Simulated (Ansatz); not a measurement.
Mo (diamond, Fd-3m) under volume change, plane-wave PAW PBEsol (Ansatz code), scaled uniformly.

```
V (Å³/atom)  E − E(relaxed) (meV/atom)  P (GPa)
-----------  -------------------------  -------
20.082                             ___      ___
20.744                            32.6     8.32
21.406                             ___      ___
22.069                             0.0     0.00
22.731                             6.9    -3.28
23.393                            26.5    -6.11
24.055                            56.9    -8.56
```

Problem. Fill in the missing entries.

Solution. 
- 20.082, E − E(relaxed) (meV/atom): 77.5
- 20.082, P (GPa): 13.58
- 21.406, E − E(relaxed) (meV/atom): 7.7
- 21.406, P (GPa): 3.83

Problem. What does a third-order Birch–Murnaghan fit give for V₀, B₀ and B′?

Solution. V₀ = 22.07 Å³/atom, B₀ = 118 GPa, B′ = 4.1.

The start of the workflow was typed in or built on a structure type; neither database checked (COD, Materials Project) lists it. It is not the phase usual at ambient conditions (space group No. 229). The PBEsol relaxation kept the symmetry of its start. At this level the phase is mechanically unstable. No spin polarisation was allowed.

Potentials: the later of the program's two PAW sets.
